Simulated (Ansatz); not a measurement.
Relaxed candidate structures of YCl:

**A**
```
CELL_PARAMETERS angstrom
      0.00000     2.73178     2.73178
      2.73178     0.00000     2.73178
      2.73178     2.73178     0.00000
ATOMIC_POSITIONS crystal
  Cl 0.00000 0.00000 0.00000
  Y  0.50000 0.50000 0.50000
```
Spin order: non-magnetic.

**B**
```
CELL_PARAMETERS angstrom
      3.79276     0.00000     0.00000
      0.00000     3.79276     0.00000
      0.00000     0.00000     3.46109
ATOMIC_POSITIONS crystal
  Cl 0.00000 0.00000 0.50000
  Y  0.50000 0.50000 0.50000
```
Spin order: non-magnetic.

**C**
```
YCl
1.0
    1.84708     1.06641     9.60687
   -1.84708     1.06641     9.60687
    0.00000    -2.13282     9.60687
Y Cl
2 2
Cartesian
  0.00000   0.00000  22.63003
  0.00000   0.00000   6.19058
  0.00000   0.00000  17.50941
  0.00000   0.00000  11.31120
```
Spin order: ferromagnetic.

**D**
```cif
data_ClY
_chemical_formula_sum 'Y1 Cl1'
_space_group_name_H-M_alt 'P 1'
_space_group_IT_number 1
_cell_length_a 3.40203
_cell_length_b 3.40203
_cell_length_c 3.40203
_cell_angle_alpha 90.000
_cell_angle_beta 90.000
_cell_angle_gamma 90.000
loop_
_space_group_symop_operation_xyz
  'x, y, z'
loop_
_atom_site_label
_atom_site_type_symbol
_atom_site_fract_x
_atom_site_fract_y
_atom_site_fract_z
_atom_site_occupancy
Y1 Y 0.00000 0.00000 0.00000 1
Cl1 Cl 0.50000 0.50000 0.50000 1
```
Spin order: non-magnetic.

**E**
```cif
data_Cl3Y3
_chemical_formula_sum 'Cl3 Y3'
_space_group_name_H-M_alt 'P 1'
_space_group_IT_number 1
_cell_length_a 3.49160
_cell_length_b 5.37474
_cell_length_c 7.74729
_cell_angle_alpha 90.000
_cell_angle_beta 90.000
_cell_angle_gamma 90.000
loop_
_space_group_symop_operation_xyz
  'x, y, z'
loop_
_atom_site_label
_atom_site_type_symbol
_atom_site_fract_x
_atom_site_fract_y
_atom_site_fract_z
_atom_site_occupancy
Cl1 Cl 0.00000 0.00000 0.50000 1
Cl2 Cl 0.50000 0.50000 0.28004 1
Cl3 Cl 0.50000 0.50000 0.71996 1
Y1 Y 0.50000 0.00000 0.21728 1
Y2 Y 0.50000 0.00000 0.78272 1
Y3 Y 0.00000 0.50000 0.00000 1
```
Spin order: non-magnetic.

Task: Order them by energy per atom (lowest first) at the level PBEsol (plane waves to 420 eV, PAW, scalar-relativistic; Ansatz, a first-principles code).

Result: C (reference, the lowest of the structures calculated here), E (+0.03 eV/atom), A (+0.31 eV/atom), B (+0.36 eV/atom), D (+0.47 eV/atom)

1 run with a doubtful electronic state, a coarser numerical grid, an end not at rest or a source that can't be used is left out. 2 generated cells of layers, chains or molecules, poorly bound without dispersion, are left out. Each run could gain symmetry but not lose that of its start, so entries can be saddle points. From databases, or of a type measured for this composition: R-3m, hR4, ferromagnetic; the others are generated cells (placed on structure types, drawn at random, substituted or restacked) that were not matched to a known phase here. Each structure is listed in the lowest spin state found for it. Static energies at zero pressure. Each cell has its own k-point mesh; energy differences are given only to the digits this allows. Spin states reached: non-magnetic, ferromagnetic; non-magnetic ones ran without spin or lost their moments; spin orders were not searched systematically. The d or f electrons are treated with no Hubbard U. Without a van der Waals term the distances between weakly bound units are poorly fixed.
